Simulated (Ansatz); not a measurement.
Tl:
```
Tl
1.0
    3.52213     0.00000     0.00000
   -1.76106     3.05025     0.00000
    0.00000     0.00000     5.59747
Tl
2
Direct
  0.33333   0.66667   0.75000
  0.66667   0.33333   0.25000
```

Relaxed with r²SCAN. Special points in fractions of this cell's reciprocal vectors: Γ (0.000, 0.000, 0.000); M (0.500, 0.000, 0.000); K (0.333, 0.333, 0.000); A (0.000, 0.000, 0.500); L (0.500, 0.000, 0.500); H (0.333, 0.333, 0.500).

List the band energies nearest the Fermi level at these points for plane-wave PAW r²SCAN (Ansatz code).

In eV from the Fermi level; about four levels below and three above (degenerate sets whole), none deeper than 8.9 eV; points with the same levels are listed once.

```tsv
k	below	above
Γ	-5.40 -2.75	7.72 7.72 9.79 9.79
M	-6.12 -4.92 -0.81	0.52 1.32 3.78
K	-4.96 -4.96 -1.27	1.69 1.69 2.79
A	-8.76 -8.76	3.33 3.33 8.70 8.70 8.70 8.70
L	-5.09 -5.09 -2.22 -2.22	5.43 5.43 6.05 6.05
H	-4.49 -4.49 -0.92 -0.92	0.24 0.24 7.57 7.57
```

Space group P6_3/mmc (hcp (Mg type)). The cell was relaxed with r²SCAN under the symmetry of its start. Scalar-relativistic: spin–orbit coupling is off unless named, which matters more the heavier the elements.

Potentials: the later of the program's two PAW sets.
